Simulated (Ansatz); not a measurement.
# A K vacancy in cubic perovskite KMgF3, 39 atoms, charge −1

All numbers below come from DFT, PBEsol, PAW, plane waves (Ansatz 0.2.0).

The input as it was run:

```yaml
crystal:
  lattice:
    - [7.982544, 0.000000, 0.000000]
    - [0.000000, 7.982544, 0.000000]
    - [0.000000, 0.000000, 7.982544]
  atoms:
    - { symbol: K, position: [0.999591, 0.999710, 0.999367] }
    - { symbol: K, position: [0.999792, 0.999554, 0.499898] }
    - { symbol: K, position: [0.000051, 0.499561, 0.999583] }
    - { symbol: K, position: [0.000621, 0.499517, 0.499697] }
    - { symbol: K, position: [0.500322, 0.999781, 0.999870] }
    - { symbol: K, position: [0.500081, 0.999840, 0.499567] }
    - { symbol: K, position: [0.499885, 0.499868, 0.000103] }
    - { symbol: Mg, position: [0.252299, 0.251989, 0.252170] }
    - { symbol: Mg, position: [0.252538, 0.252090, 0.747232] }
    - { symbol: Mg, position: [0.252353, 0.747282, 0.252167] }
    - { symbol: Mg, position: [0.252430, 0.747340, 0.747227] }
    - { symbol: Mg, position: [0.747521, 0.252077, 0.252319] }
    - { symbol: Mg, position: [0.747460, 0.252160, 0.747330] }
    - { symbol: Mg, position: [0.747553, 0.747204, 0.252178] }
    - { symbol: Mg, position: [0.747377, 0.747242, 0.747255] }
    - { symbol: F, position: [0.248678, 0.248621, 0.999672] }
    - { symbol: F, position: [0.243102, 0.242523, 0.499779] }
    - { symbol: F, position: [0.248816, 0.750943, 0.999758] }
    - { symbol: F, position: [0.243033, 0.756713, 0.499669] }
    - { symbol: F, position: [0.751139, 0.248421, 0.999737] }
    - { symbol: F, position: [0.756705, 0.242423, 0.499864] }
    - { symbol: F, position: [0.751194, 0.750451, 0.999584] }
    - { symbol: F, position: [0.756846, 0.756476, 0.499714] }
    - { symbol: F, position: [0.999761, 0.248505, 0.248753] }
    - { symbol: F, position: [0.999943, 0.248223, 0.750768] }
    - { symbol: F, position: [0.999956, 0.750641, 0.248383] }
    - { symbol: F, position: [0.000040, 0.751207, 0.750804] }
    - { symbol: F, position: [0.499953, 0.242822, 0.242872] }
    - { symbol: F, position: [0.500036, 0.242892, 0.756722] }
    - { symbol: F, position: [0.499948, 0.756312, 0.242581] }
    - { symbol: F, position: [0.499933, 0.756439, 0.756335] }
    - { symbol: F, position: [0.249018, 0.999656, 0.248446] }
    - { symbol: F, position: [0.249137, 0.999730, 0.750855] }
    - { symbol: F, position: [0.242944, 0.499635, 0.243116] }
    - { symbol: F, position: [0.242999, 0.499759, 0.756511] }
    - { symbol: F, position: [0.750980, 0.999584, 0.248133] }
    - { symbol: F, position: [0.751001, 0.999461, 0.751091] }
    - { symbol: F, position: [0.756589, 0.499621, 0.242855] }
    - { symbol: F, position: [0.756797, 0.499743, 0.756555] }
  symmetry: { detect: false }
kpoints:
  mp_grid: { grid: [1, 1, 1], shift: [0.25, 0.25, 0.25] }
hamiltonian:
  xc: pbesol
total_charge: -1
scf:
  occupations: { method: fermi_dirac, width: 0.01 }
neb:
  images: 5
  f_tol: 0.06
  max_iterations: 90
  relax_end_points: true
  final_atoms:
    - { symbol: K, position: [0.999591, 0.999710, 0.999367] }
    - { symbol: K, position: [0.999792, 0.999554, 0.499898] }
    - { symbol: K, position: [0.000051, 0.499561, 0.999583] }
    - { symbol: K, position: [0.500000, 0.500000, 0.500000] }
    - { symbol: K, position: [0.500322, 0.999781, 0.999870] }
    - { symbol: K, position: [0.500081, 0.999840, 0.499567] }
    - { symbol: K, position: [0.499885, 0.499868, 0.000103] }
    - { symbol: Mg, position: [0.252299, 0.251989, 0.252170] }
    - { symbol: Mg, position: [0.252538, 0.252090, 0.747232] }
    - { symbol: Mg, position: [0.252353, 0.747282, 0.252167] }
    - { symbol: Mg, position: [0.252430, 0.747340, 0.747227] }
    - { symbol: Mg, position: [0.747521, 0.252077, 0.252319] }
    - { symbol: Mg, position: [0.747460, 0.252160, 0.747330] }
    - { symbol: Mg, position: [0.747553, 0.747204, 0.252178] }
    - { symbol: Mg, position: [0.747377, 0.747242, 0.747255] }
    - { symbol: F, position: [0.248678, 0.248621, 0.999672] }
    - { symbol: F, position: [0.243102, 0.242523, 0.499779] }
    - { symbol: F, position: [0.248816, 0.750943, 0.999758] }
    - { symbol: F, position: [0.243033, 0.756713, 0.499669] }
    - { symbol: F, position: [0.751139, 0.248421, 0.999737] }
    - { symbol: F, position: [0.756705, 0.242423, 0.499864] }
    - { symbol: F, position: [0.751194, 0.750451, 0.999584] }
    - { symbol: F, position: [0.756846, 0.756476, 0.499714] }
    - { symbol: F, position: [0.999761, 0.248505, 0.248753] }
    - { symbol: F, position: [0.999943, 0.248223, 0.750768] }
    - { symbol: F, position: [0.999956, 0.750641, 0.248383] }
    - { symbol: F, position: [0.000040, 0.751207, 0.750804] }
    - { symbol: F, position: [0.499953, 0.242822, 0.242872] }
    - { symbol: F, position: [0.500036, 0.242892, 0.756722] }
    - { symbol: F, position: [0.499948, 0.756312, 0.242581] }
    - { symbol: F, position: [0.499933, 0.756439, 0.756335] }
    - { symbol: F, position: [0.249018, 0.999656, 0.248446] }
    - { symbol: F, position: [0.249137, 0.999730, 0.750855] }
    - { symbol: F, position: [0.242944, 0.499635, 0.243116] }
    - { symbol: F, position: [0.242999, 0.499759, 0.756511] }
    - { symbol: F, position: [0.750980, 0.999584, 0.248133] }
    - { symbol: F, position: [0.751001, 0.999461, 0.751091] }
    - { symbol: F, position: [0.756589, 0.499621, 0.242855] }
    - { symbol: F, position: [0.756797, 0.499743, 0.756555] }
```

Launch command:

```sh
ansatz run in.yaml --threads 8 --pin off --max-ram 118750MiB --runs-dir r --events-out ev --progress --plain --backend cuda --devices 0, --max-vram 170GiB
```

Output (machine lines and repeated set-up lines are left out; […] marks rows cut from tables):

```
Pseudopotentials: kind: paw
Functional definition: PBEsol
  exchange = pbesol_x
  correlation = pbesol_c
parallel-image band execution: 3 concurrent image workers
NEB image 0
Crystal: 39 atoms, lattice volume = 508.656 Å³
Basis set: ecut = 420 eV, 9843 PW (Γ), exchange–correlation on 108×108×108 points (8 copies of the dense FFT grid, shifted against one another)
Bands: 195, of which v1, the nominal top of the filled ones, is band 156 counted from 1 (155 counted from 0)
Symmetry: 1 space group operations
k-points: 1
Non-local potential: K, projectors of the file, l = 0: 3, l = 1: 2, l = 2: 2
Non-local potential: Mg, projectors of the file, l = 0: 3, l = 1: 2, l = 2: 1
Non-local potential: F, projectors of the file, l = 0: 2, l = 1: 2, l = 2: 1
PAW form: soft (Blöchl's): semilocal exchange-correlation on the pseudo side does not see the compensation charge
PAW frozen core: K, regenerated for the run's functional, and the local potential with it (the file was generated under x = pbe(κ = 0.804, μ = 0.2195149727645171), c = pbe(β = 0.06672455060314922))
PAW frozen core: Mg, regenerated for the run's functional, and the local potential with it (the file was generated under x = pbe(κ = 0.804, μ = 0.2195149727645171), c = pbe(β = 0.06672455060314922))
PAW frozen core: F, regenerated for the run's functional, and the local potential with it (the file was generated under x = pbe(κ = 0.804, μ = 0.2195149727645171), c = pbe(β = 0.06672455060314922))
PAW one-centre angular grid: K, 110 points (default); XC on 64 Gauss nodes
PAW one-centre angular grid: Mg, 110 points (default); XC on 64 Gauss nodes
[…]
Initial density: superposition of atomic densities (neutral atoms scaled as one to the charged cell's electrons: chi_scale 0, normalization atom), corrected by the library's trained network
Initial wavefunctions: pseudopotential atomic-orbital guess
Functional: x = pbesol(κ = 0.804, μ = 0.12345679012345678), c = pbesol(β = 0.046)
SCF iter   1: F=—  HF=-45175.663738 eV  |F-HF|=—  |Δ(HF+E_count)|=         —  Δρ=2.17e-2  dr2=1.43e0  ethr=1.77e-3  ⟨swp⟩=6.0  Hψ=838  notcnv=0  defer=15
[…]
SCF iter   2: F=—  HF=-45175.218296 eV  |F-HF|=—  |Δ(HF+E_count)|=   4.45e-1  Δρ=4.26e-3  dr2=5.79e-2  ethr=4.59e-4  ⟨swp⟩=3.0  Hψ=333  notcnv=0  defer=35
[…]
SCF 1 converged in 9 iterations: F = -45175.208573 eV  dr2 = 2.27e-8
[…]
NSCF: frozen V_eff on 1 k-points
NEB image 6
[…]
[…]
NSCF: frozen V_eff on 1 k-points
NEB end point (image 0): max|allowed force component| = 1.499e-2 eV/Å (the criterion of neb.relax_end_points is 1.200e-2)
NEB end point (image 6): max|allowed force component| = 1.022e0 eV/Å (the criterion of neb.relax_end_points is 1.200e-2)
NEB image 0, for its relaxation
Initial density: handed on by an earlier stage of this run
Initial wavefunctions: those handed on with the density
[…]
NEB image 0, for its relaxation
NEB image 0, for its relaxation
NEB image 0
NSCF: frozen V_eff on 1 k-points
NEB end point (image 0): relaxed in 14 SCF iterations, 0.000295 eV lower, largest move of an atom 0.005 Å; not tested for a saddle point
NEB image 6, for its relaxation
[…]
NEB image 6, for its relaxation
[…]
NEB image 6, for its relaxation
[…]
NEB image 6, for its relaxation
NEB image 6
NSCF: frozen V_eff on 1 k-points
NEB end point (image 6): relaxed in 25 SCF iterations, 0.582262 eV lower, largest move of an atom 0.110 Å; not tested for a saddle point
NEB image 1
[…]
NEB image 2
[…]
NEB image 3
[…]
NEB image 4
NEB image 5
NEB iter   1: max|band force component| = 3.356e0 eV/Å  barrier→ = 4.1142 eV  barrier← = 4.1142 eV  Δτ_max = 0.1525 Å  (76 SCF iters)
NEB image 1
[…]
NEB image 2
[…]
NEB image 3
[…]
NEB image 4
NEB image 5
NEB iter   2: max|band force component| = 9.060e-1 eV/Å  barrier→ = 2.7097 eV  barrier← = 2.7097 eV  Δτ_max = 0.0955 Å  (43 SCF iters)
NEB image 1
[…]
NEB image 2
[…]
NEB image 3
[…]
NEB image 4
NEB image 5
NEB iter   3: max|band force component| = 3.071e-1 eV/Å  barrier→ = 2.2641 eV  barrier← = 2.2641 eV  CI = image 3  Δτ_max = 0.0462 Å  (41 SCF iters)
NEB image 1
[…]
NEB image 2
[…]
NEB image 3
[…]
NEB image 4
NEB image 5
NEB iter   4: max|band force component| = 7.875e-2 eV/Å  barrier→ = 2.1741 eV  barrier← = 2.1741 eV  CI = image 3  Δτ_max = 0.0114 Å  (40 SCF iters)
NEB image 1
[…]
NEB image 2
[…]
NEB image 3
[…]
NEB image 4
NEB image 5
NEB image 1
NSCF: frozen V_eff on 1 k-points
NEB image 2
NSCF: frozen V_eff on 1 k-points
NEB image 4
NSCF: frozen V_eff on 1 k-points
NEB image 5
NSCF: frozen V_eff on 1 k-points
NEB image 3
NSCF: frozen V_eff on 1 k-points
the band table was solved once a step of the walk had ended and its energy, with any forces and stress, was formed, with the checks that follow a solve (789 applications of the Hamiltonian). They found nothing against the state; the energy, forces and stress were not computed again (output.eigenvalues in the input reference)
NEB image 3, as the band closes
[…]
NEB point 1 about image 3
[…]
NEB point 2 about image 3
NEB point 3 about image 3
[…]
NEB point 4 about image 3
[…]
NEB point 5 about image 3
[…]
NEB point 6 about image 3
[…]
NEB point 7 about image 3
[…]
NEB point 8 about image 3
[…]
NEB point 9 about image 3
[…]
NEB point 10 about image 3
[…]
NEB point 11 about image 3
[…]
NEB point 12 about image 3
preconditioner: auto → Resta (q_TF=auto, 2.515 Å⁻¹)  ε∞=2.9  [insulator: Δε(μ)=7.521 eV  Ē_g=18.843 eV  σ=0.010 eV  W_gap=1.00  n_scr=146 (ndim 8)  ℏωp=25.9 eV  f_vac=0.090  D(μ)=0.00/eV (n_scr^D=0)  ε∞_Penn≈2.9]
NEB point 13 about image 3
preconditioner: auto → Resta (q_TF=auto, 2.515 Å⁻¹)  ε∞=2.9  [insulator: Δε(μ)=7.534 eV  Ē_g=18.837 eV  σ=0.010 eV  W_gap=1.00  n_scr=146 (ndim 8)  ℏωp=25.9 eV  f_vac=0.090  D(μ)=0.00/eV (n_scr^D=0)  ε∞_Penn≈2.9]
NEB point 14 about image 3
preconditioner: auto → Resta (q_TF=auto, 2.515 Å⁻¹)  ε∞=2.9  [insulator: Δε(μ)=7.558 eV  Ē_g=18.842 eV  σ=0.010 eV  W_gap=1.00  n_scr=146 (ndim 8)  ℏωp=25.9 eV  f_vac=0.090  D(μ)=0.00/eV (n_scr^D=0)  ε∞_Penn≈2.9]
NEB point 15 about image 3
NEB point between images 0 and 1
preconditioner: auto → Resta (q_TF=auto, 2.515 Å⁻¹)  ε∞=2.9  [insulator: Δε(μ)=7.878 eV  Ē_g=18.865 eV  σ=0.010 eV  W_gap=1.00  n_scr=146 (ndim 8)  ℏωp=25.9 eV  f_vac=0.073  D(μ)=0.00/eV (n_scr^D=0)  ε∞_Penn≈2.9]
NEB point between images 1 and 2
preconditioner: auto → Resta (q_TF=auto, 2.515 Å⁻¹)  ε∞=2.9  [insulator: Δε(μ)=7.679 eV  Ē_g=18.873 eV  σ=0.010 eV  W_gap=1.00  n_scr=146 (ndim 8)  ℏωp=25.9 eV  f_vac=0.082  D(μ)=0.00/eV (n_scr^D=0)  ε∞_Penn≈2.9]
NEB point between images 2 and 3
preconditioner: auto → Resta (q_TF=auto, 2.515 Å⁻¹)  ε∞=2.9  [insulator: Δε(μ)=7.512 eV  Ē_g=18.847 eV  σ=0.010 eV  W_gap=1.00  n_scr=146 (ndim 8)  ℏωp=25.9 eV  f_vac=0.088  D(μ)=0.00/eV (n_scr^D=0)  ε∞_Penn≈2.9]
NEB point between images 3 and 4
preconditioner: auto → Resta (q_TF=auto, 2.515 Å⁻¹)  ε∞=2.9  [insulator: Δε(μ)=7.540 eV  Ē_g=18.834 eV  σ=0.010 eV  W_gap=1.00  n_scr=146 (ndim 8)  ℏωp=25.9 eV  f_vac=0.089  D(μ)=0.00/eV (n_scr^D=0)  ε∞_Penn≈2.9]
NEB point between images 4 and 5
preconditioner: auto → Resta (q_TF=auto, 2.515 Å⁻¹)  ε∞=2.9  [insulator: Δε(μ)=7.733 eV  Ē_g=18.850 eV  σ=0.010 eV  W_gap=1.00  n_scr=146 (ndim 8)  ℏωp=25.9 eV  f_vac=0.083  D(μ)=0.00/eV (n_scr^D=0)  ε∞_Penn≈2.9]
[…]
SCF 57 converged in 10 iterations: F = -45174.302913 eV  dr2 = 7.21e-9
  greatest PAW one-centre occupation: 1.000 electrons in one spin orbital (limit 2), on the Mg atom at site 7 (counted from 0), in its partial waves of l = 0
NEB point between images 5 and 6
[…]
SCF iter   7: F=—  HF=-45175.093730 eV  |F-HF|=—  |Δ(HF+E_count)|=   3.61e-6  Δρ=2.50e-5  dr2=1.93e-6  ethr=2.52e-9  ⟨swp⟩=2.0  Hψ=312  notcnv=0
SCF iter   8: F=-45175.093731 eV  HF=-45175.093731 eV  |F-HF|=1.99e-7  |Δ(HF+E_count)|=   5.43e-7  Δρ=4.13e-6  dr2=9.83e-8  ethr=3.21e-11  ⟨swp⟩=3.0  Hψ=790  notcnv=0
SCF 58 converged in 8 iterations: F = -45175.093731 eV  dr2 = 9.83e-8
NEB iter   5: max|band force component| = 2.936e-2 eV/Å  barrier→ = 2.1695 eV  barrier← = 2.1695 eV  CI = image 3  Δτ_max = 0.0000 Å  (225 SCF iters)
SCF converged after 6 iterations
Free energy (F): -45173.039396 eV
Harris-Foulkes:  -45173.039396 eV  (|F-HF|=1.18e-8)
Internal energy: -45173.039396 eV  (E = F + TS)
E sigma→0 (E₀):  -45173.039396 eV
Fermi energy:    6.039354 eV
--- Per-component energies (eV) ---
  E_band       = -4107.900603
  E_kinetic    = 7390.969572
  E_local      = -31185.182009  (includes V_loc(G=0)·N_el)
  E_nonlocal   = 2633.812423
  E_hartree    = 11485.180363
  E_xc         = -3081.505570
  E_vxc        = -3917.769519  (∫ρ·V_xc dr)
  E_paw        = -12233.432668  (= ΣΔE_a)
  E_vpaw       = -2000.134652  (= ΣTr[D̂ρ^β])
  E_aug_tail   = 0.048850  (compensation charges beyond the density's cutoff)
  E_ewald      = -20185.175075
  E_core_change = 2.244718  (= ΣΔE_core)
  E_smearing   = -0.000000  (= −TS)
  E_closure    = -0.000000  (closes the sum)
  E_deformation_potential = -13.577659  (in the stress; not in F)
  Σ components = -45173.039396   (vs F -45173.039396, Δ=0.00e0)
--- Forces (eV/Å), atoms counted from 1 ---
  atom   1  K     -0.02932475    -0.00013101    -0.00013554
  atom   2  K      0.00191936    -0.00006584     0.00020221
  atom   3  K      0.00191511     0.00019795    -0.00005894
  atom   4  K      0.00003736    -0.00003042     0.00005542
  atom   5  K      0.02935547     0.00013134     0.00012171
  atom   6  K     -0.00186681     0.00006362    -0.00020457
  atom   7  K     -0.00185147    -0.00020008     0.00007753
  atom   8  Mg     0.00010842    -0.00225573    -0.00225452
  atom   9  Mg     0.00001256    -0.00220929     0.00225882
  atom  10  Mg     0.00000601     0.00220517    -0.00224321
  atom  11  Mg    -0.00009332     0.00226030     0.00225954
  atom  12  Mg    -0.00005538     0.00776915     0.00779796
  atom  13  Mg     0.00002727     0.00771453    -0.00774678
  atom  14  Mg     0.00002963    -0.00772666     0.00774324
  atom  15  Mg     0.00011163    -0.00778941    -0.00780465
  atom  16  F     -0.00012393     0.02158117    -0.00012179
  atom  17  F      0.00004871     0.00339572     0.00008077
  atom  18  F      0.00007144    -0.02158089     0.00011521
  atom  19  F     -0.00005145    -0.00336838    -0.00009075
  atom  20  F      0.00009092    -0.00445352     0.00018706
  atom  21  F     -0.00001473     0.00266882    -0.00014432
  atom  22  F     -0.00005155     0.00446250    -0.00017939
  atom  23  F     -0.00005835    -0.00265643     0.00015375
  atom  24  F      0.00746677    -0.00618713    -0.00622201
  atom  25  F      0.00792536    -0.00619053     0.00624698
  atom  26  F      0.00792020     0.00621577    -0.00622806
  atom  27  F      0.00769903     0.00604761     0.00608115
  atom  28  F     -0.00772317    -0.00612084    -0.00611101
  atom  29  F     -0.00794668    -0.00630459     0.00626546
  atom  30  F     -0.00794096     0.00627902    -0.00627398
  atom  31  F     -0.00748095     0.00628422     0.00626212
  atom  32  F     -0.00017224    -0.00011273     0.02166190
  atom  33  F      0.00000900     0.00011730    -0.02165937
  atom  34  F      0.00006885     0.00011020     0.00325963
  atom  35  F     -0.00002809    -0.00010143    -0.00331332
  atom  36  F      0.00010549     0.00019407    -0.00439732
  atom  37  F     -0.00002304    -0.00017348     0.00441160
  atom  38  F     -0.00003875    -0.00014667     0.00258496
  atom  39  F     -0.00008595     0.00015866    -0.00259421
  max |Σ_I F_I| component: 5.21e-5 eV/Å
--- Band table (eV) ---
  k-point 0: bands = ["-68.4861", "-68.4860", "-68.4857", "-68.4857", "-68.1872", "-68.1871", "-68.1871", "-68.1871", "-35.4812", "-35.4782", "-35.4780", "-35.4746", "-35.4358", "-35.4326", "-35.4321", "-35.4294", "-35.4279", "-35.4278", "-35.4273", "-35.4273", "-35.1492", "-35.1491", "-35.1491", "-35.1489", "-35.1468", "-35.1455", "-35.1453", "-35.1437", "-35.1409", "-35.1397", "-35.1395", "-35.1 …
--- NEB band (7 images, 5 band iterations, 425 SCF iterations, 39 more in tests of the images' electronic states and relaxations of end points) ---
  forward barrier  = 2.169472 eV
  backward barrier = 2.169471 eV
  lagrangian_above_aufbau_ev (what the smearing adds, to first order; not taken off the barriers): saddle image -0.000000 eV, end points -0.000000 and -0.000000 eV
  climbing image's point = a first-order saddle point (lowest curvatures found: -3.25 and 0.41 eV/Å²)
  energies are F+E_penalty+E_count in eV, relative to image 0
  image     s (Å)  Δ vs image 0  max|band force component| (eV/Å)
      0    0.0000      0.000000                                 —
      1    0.7109      0.416324                          1.342e-2
      2    1.4216      1.481205                          2.525e-2
  *   3    2.1322      2.169472                          2.936e-2
      4    2.8428      1.481283                          2.526e-2
      5    3.5535      0.416497                          1.343e-2
      6    4.2643      0.000000                                 —
  saddle-point geometry (image 3):
  cell:  # Å, volume = 508.6558 Å³
    - [7.982544, 0.0, 0.0]
    - [0.0, 7.982544, 0.0]
    - [0.0, 0.0, 7.982544]
  atoms:
    - { symbol: K, position: [0.9909157278025542, 0.9996299580825088, 0.9996918777162176] }
    - { symbol: K, position: [0.9920649026076017, 0.9996415928901021, 0.4997096427671759] }
    - { symbol: K, position: [-0.007934166379493707, 0.4996481568214412, 0.9997037998369412] }
    - { symbol: K, position: [0.24994440527957026, 0.49964807387634647, 0.49970890735588397] }
    - { symbol: K, position: [0.5089851331354897, 0.9996654143442436, 0.9997277591454966] }
    - { symbol: K, position: [0.5078320836181793, 0.9996537743655681, 0.49970971108838885] }
    - { symbol: K, position: [0.5078313231838544, 0.49964720732948, -0.0002855189859862351] }
    - { symbol: Mg, position: [0.2499409522541251, 0.2406462236977372, 0.24070775070402037] }
    - { symbol: Mg, position: [0.24995221753158953, 0.24064438693740148, 0.7587120056682859] }
    - { symbol: Mg, position: [0.24995227755544278, 0.7586511744030575, 0.24070676627079765] }
    - { symbol: Mg, position: [0.24996358756195708, 0.7586490662757415, 0.7587112801112041] }
    - { symbol: Mg, position: [0.7499497819270744, 0.2554281423599782, 0.25549002933352344] }
    - { symbol: Mg, position: [0.7499504655068846, 0.25542432555899075, 0.743933021947043] }
    - { symbol: Mg, position: [0.7499503871025879, 0.7438712208978753, 0.2554862801154627] }
    - { symbol: Mg, position: [0.7499510845167566, 0.7438675426926616, 0.7439293518460571] }
    - { symbol: F, position: [0.24994987526751627, 0.2357651227201924, 0.9997085116892167] }
    - { symbol: F, position: [0.24992182838254048, 0.20952636543383918, 0.499708526558907] }
    - { symbol: F, position: [0.2499687779920567, 0.7635301388487933, 0.9997104975797353] }
    - { symbol: F, position: [0.24997004191355104, 0.7897690331775467, 0.49971072831025376] }
    - { symbol: F, position: [0.7499442772571083, 0.24647903225147344, 0.9997084802983884] }
    - { symbol: F, position: [0.7499491166081271, 0.23592307019489234, 0.4997043730981847] }
    - { symbol: F, position: [0.7499458009531536, 0.7528160084250891, 0.9997106823219574] }
    - { symbol: F, position: [0.7499680457070557, 0.7633716762018244, 0.499714824210164] }
    - { symbol: F, position: [1.0024918681996664, 0.24807065474455142, 0.24813881545270722] }
    - { symbol: F, position: [1.0024762848979172, 0.24806540210375447, 0.7512972048246014] }
    - { symbol: F, position: [1.0024765231024657, 0.7512412840846384, 0.24813669108369557] }
    - { symbol: F, position: [0.002501649019137913, 0.7512247944608585, 0.7512780136399122] }
    - { symbol: F, position: [0.49740139800764827, 0.2480970160425559, 0.2481549680074615] }
    - { symbol: F, position: [0.4974265892395512, 0.2480811808691691, 0.751268303286221] }
    - { symbol: F, position: [0.49742645372392436, 0.7512026526573161, 0.24813563338646982] }
    - { symbol: F, position: [0.49741093856006524, 0.7511969801544192, 0.7512660237873919] }
    - { symbol: F, position: [0.24995856994258428, 0.99964711769316, 0.2358184274400642] }
    - { symbol: F, position: [0.24998175938507491, 0.9996482253100812, 0.7636006709012636] }
    - { symbol: F, position: [0.24991846683210858, 0.49964610077774513, 0.20959162349192406] }
    - { symbol: F, position: [0.24996404031883343, 0.49964895955360006, 0.789827515233757] }
    - { symbol: F, position: [0.7499403243879339, 0.9996463925222022, 0.246531806367913] }
    - { symbol: F, position: [0.7499389416662269, 0.9996486240912046, 0.7528869729320267] }
    - { symbol: F, position: [0.7499539487640877, 0.49964254765584115, 0.23599579608625737] }
    - { symbol: F, position: [0.7499758166674888, 0.4996528594921175, 0.7634237450910113] }
```

Absolute energies hang on the potentials; compare differences alone.

Time: 12 s of wall time on one NVIDIA GB200 with 8 processor threads, on a host shared with other runs; peak host memory 1.9 GiB.
